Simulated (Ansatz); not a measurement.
## Sb2Pd, first-principles data

Sb$_{2}$Pd:
```xyz
12
Lattice="6.5240 0.0000 0.0000 0.0000 6.5240 0.0000 0.0000 0.0000 6.5240" Properties=species:S:1:pos:R:3 pbc="T T T"
Pd     0.0000     0.0000     0.0000
Pd     3.2620     0.0000     3.2620
Pd     3.2620     3.2620     0.0000
Pd     0.0000     3.2620     3.2620
Sb     2.4409     2.4409     2.4409
Sb     0.8211     4.0831     5.7028
Sb     5.7028     0.8211     4.0831
Sb     4.0831     5.7028     0.8211
Sb     4.0831     4.0831     4.0831
Sb     5.7028     2.4409     0.8211
Sb     0.8211     5.7028     2.4409
Sb     2.4409     0.8211     5.7028
```

Space group Pa-3 (No. 205); conventional cell a = b = c = 6.5240 Å, α = β = γ = 90.00°.

Method: plane-wave PAW r²SCAN (Ansatz code). Geometry: relaxed at this level of theory. Other levels are named where they apply.

**Cell and energy**

```json
{
  "volume_per_atom": "23.14 Å³",
  "density": "8.37 g/cm³",
  "Formation energy from the elements (no fitted shifts)": "-0.35 eV/atom"
}
```

**Electronic structure**

```json
{
 "electronic_character": "metallic (no gap)",
 "Density of states at the Fermi level": "0.26 states/eV per atom (mean over ±0.08 eV)",
 "Gap with spin–orbit coupling": "none (metallic)"
}
```

**Mechanics**

```json
{
  "Bulk modulus (Birch–Murnaghan fit)": "95.7 GPa",
  "Pressure derivative B′": "5.1"
}
```

**Charges**

```json
{
  "bader_charges": "Pd -0.54, Sb +0.27 e"
}
```

The workflow started from an entry of the Crystallography Open Database (COD). Whether it is the stable phase at ambient conditions was not checked. The cell was relaxed with r²SCAN under the symmetry of its start; whether a distortion lowers the energy is not shown. The run is not spin-polarised. The references are the lowest solids computed at this level, not always the standard phases. Spin–orbit coupling is left out wherever it is not named.

Potentials: the later of the program's two PAW sets.
